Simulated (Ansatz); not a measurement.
# Cs2TlBiF6: reading a single point

```xyz
10
Lattice="0.0000 4.8868 4.8868 4.8868 0.0000 4.8868 4.8868 4.8868 0.0000" Properties=species:S:1:pos:R:3 pbc="T T T"
Tl    4.8868    4.8868    4.8868
Cs    2.4434    2.4434    2.4434
Cs    7.3302    7.3302    7.3302
F     2.2479    4.8868    4.8868
F     4.8868    2.2479    4.8868
F     7.5257    4.8868    4.8868
F     4.8868    7.5257    4.8868
F     4.8868    4.8868    2.2479
F     4.8868    4.8868    7.5257
Bi    0.0000    0.0000    0.0000
```

Method: r2SCAN, no spin polarisation; PAW, plane waves to 500 eV, 5×5×5 Γ-centred mesh, tetrahedron occupations (Ansatz 0.2.0), atoms fixed.

Q: Which atom feels the largest force, and which way?

A: The largest is on F9 (and as large on other atoms): 0.06 eV/Å, components (0.00, 0.00, -0.06). It makes 180° with the line to a nearest neighbour, Bi10 at 2.25 Å, pointing away from it.

Q: What is the formation energy?

A: -2.60 eV an atom against the elements' usual phases (free molecules for gases, crystals otherwise, with no correction for O₂ or N₂), so it is bound against them; other compounds may still compete. Relaxing would lower it.

Q: How is the charge shared?

A: Bader charges in e: Cs +0.92, Tl +0.88, Bi +2.20, F -0.82. In the mean Bi gives up most and F takes most.

Q: Describe some of the short contacts.

A: F–Bi at 2.25 Å: least valence density 0.47 e/Å³ and ELF 0.18 there. Tl–F at 2.64 Å: least valence density 0.19 e/Å³ and ELF 0.07 there, a closed-shell (ionic or weak) contact. Cs–F at 3.46 Å: least valence density 0.04 e/Å³ and ELF 0.02 there, so no covalent bond. These are pseudo-fields; inside the PAW spheres they differ from the all-electron ones.

Q: What is the band gap?

A: The gap is 3.30 eV, direct at the points sampled.

Origin: a database entry at a rescaled volume. Caveats: empty levels are not fully converged; no spin-orbit coupling, which can shift this gap by tenths of an eV; forces and stress under tetrahedra may miss the slope of the energy.
